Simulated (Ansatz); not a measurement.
Mo:
```xyz
1
Lattice="-1.5651 1.5651 1.5651 1.5651 -1.5651 1.5651 1.5651 1.5651 -1.5651" Properties=species:S:1:pos:R:3 pbc="T T T"
Mo     0.0000     0.0000     0.0000
```

Relaxed with PBE+D3(BJ). Special points in fractions of this cell's reciprocal vectors: Γ (0.000, 0.000, 0.000); H (0.500, -0.500, 0.500); N (0.000, 0.000, 0.500); P (0.250, 0.250, 0.250).

Problem. List the band energies nearest the Fermi level at these points for DFT-PBE+D3(BJ) in the program Ansatz with PAW potentials.

Solution. In eV from the Fermi level; about four levels below and three above (degenerate sets whole), none deeper than 8.9 eV; … stands for higher levels left out; points with the same levels are listed once.

```tsv
k	below	above
Γ	-7.31 -1.43 -1.43 -1.43	…
H	-5.61 -5.61	…
N	-5.46 -3.52	1.67 1.71 …
P	-2.69 -2.69 -2.69	…
```

Space group Im-3m (bcc (W type)). The cell was relaxed with PBE+D3(BJ) under the symmetry of its start. No spin polarisation was allowed. The pairwise dispersion correction was not fitted to metals. Spin–orbit coupling is left out wherever it is not named.

Potentials: the later of the program's two PAW sets.
